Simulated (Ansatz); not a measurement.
BP:
```xyz
2
Lattice="0.0000 2.1591 2.1591 2.1591 0.0000 2.1591 2.1591 2.1591 0.0000" Properties=species:S:1:pos:R:3 pbc="T T T"
P      0.0000     0.0000     0.0000
B      2.1591     2.1591     2.1591
```

Relaxed with r²SCAN.

### Question
Map the valence electron density (e/Å³), cut off at 0.6 on the plane through (0.000, 0.000, 0.000) spanned by u = [1, 0, 0] and v = [0, 1, -1] in lattice vectors, from r²SCAN in the plane-wave PAW code Ansatz.

### Answer
x is the fraction of u, y of v (the angle between them is 90°; rows are the nearest grid lines); atoms in the plane: P at (0.00, 0.00), B at (0.50, 0.50).
```
y \ x   0.000  0.0625  0.188  0.250  0.375  0.438  0.562  0.625  0.750  0.812  0.938   1.00
------  -----  ------  -----  -----  -----  -----  -----  -----  -----  -----  -----  -----
1.00    0.046   0.129  0.600  0.600  0.340  0.253  0.253  0.340  0.600  0.600  0.129  0.046
0.938   0.129   0.223  0.600  0.600  0.352  0.268  0.268  0.352  0.600  0.600  0.223  0.129
0.875   0.385   0.471  0.600  0.600  0.389  0.315  0.315  0.389  0.600  0.600  0.471  0.385
0.750   0.600   0.600  0.600  0.600  0.533  0.512  0.512  0.533  0.600  0.600  0.600  0.600
0.688   0.490   0.497  0.534  0.563  0.600  0.600  0.600  0.600  0.563  0.534  0.497  0.490
0.625   0.340   0.352  0.449  0.533  0.600  0.600  0.600  0.600  0.533  0.449  0.352  0.340
0.562   0.253   0.268  0.397  0.512  0.600  0.527  0.527  0.600  0.512  0.397  0.268  0.253
0.438   0.253   0.268  0.397  0.512  0.600  0.527  0.527  0.600  0.512  0.397  0.268  0.253
0.375   0.340   0.352  0.449  0.533  0.600  0.600  0.600  0.600  0.533  0.449  0.352  0.340
0.312   0.490   0.497  0.534  0.563  0.600  0.600  0.600  0.600  0.563  0.534  0.497  0.490
0.250   0.600   0.600  0.600  0.600  0.533  0.512  0.512  0.533  0.600  0.600  0.600  0.600
0.125   0.385   0.471  0.600  0.600  0.389  0.315  0.315  0.389  0.600  0.600  0.471  0.385
0.0625  0.129   0.223  0.600  0.600  0.352  0.268  0.268  0.352  0.600  0.600  0.223  0.129
0.000   0.046   0.129  0.600  0.600  0.340  0.253  0.253  0.340  0.600  0.600  0.129  0.046
```

The density is the valence pseudo-density with augmentation charge, so density and ELF within about 1 Å of a nucleus are not all-electron values.

Space group Fm-3m (rock salt). The start of the workflow was typed in or built on a structure type; neither database checked (COD, Materials Project) lists it. It is not the phase usual at ambient conditions (space group No. 216). Symmetry was held in the r²SCAN relaxation; whether a distortion lowers the energy is not shown. Its formation energy is positive at this level, so the cell may be metastable or incomplete.

Potentials: the earlier of the program's two PAW sets.
